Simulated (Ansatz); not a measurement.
ZrB2:
```yaml
crystal:
  lattice:
    - [3.17107, 0.00000, 0.00000]
    - [-1.58553, 2.74623, 0.00000]
    - [0.00000, 0.00000, 3.54225]
  atoms:
    - { symbol: Zr, position: [0.00000, 0.00000, 0.00000] }
    - { symbol: B, position: [0.33333, 0.66667, 0.50000] }
    - { symbol: B, position: [0.66667, 0.33333, 0.50000] }
```

Relaxed with PBE. Special points in fractions of this cell's reciprocal vectors: Γ (0.000, 0.000, 0.000); M (0.500, 0.000, 0.000); K (0.333, 0.333, 0.000); A (0.000, 0.000, 0.500); L (0.500, 0.000, 0.500); H (0.333, 0.333, 0.500).

List the band energies nearest the Fermi level at these points for plane-wave PAW PBE (Ansatz code).

In eV from the Fermi level; about four levels below and three above (degenerate sets whole), none deeper than 8.9 eV; points with the same levels are listed once.

```tsv
k	below	above
Γ	-2.61 -2.61 -2.58 -2.36	3.39 3.39 4.14 4.14
M	-8.51 -3.89 -3.05 -2.67	2.22 2.29 4.92
K	-7.77 -7.77 -6.89 -2.45 -2.45	1.56 1.56 3.16
A	-6.95 -0.95 -0.95	0.35 0.35 0.78 0.78
L	-7.00 -4.59 -4.11 -2.01	3.70 4.07 5.29
H	-8.73 -8.73 -4.93 -2.67 -2.67	4.05 5.98 5.98
```

Space group P6/mmm. Symmetry was held in the PBE relaxation. No spin polarisation was allowed. Scalar-relativistic: spin–orbit coupling is off unless named, which matters more the heavier the elements.

Potentials: the later of the program's two PAW sets.
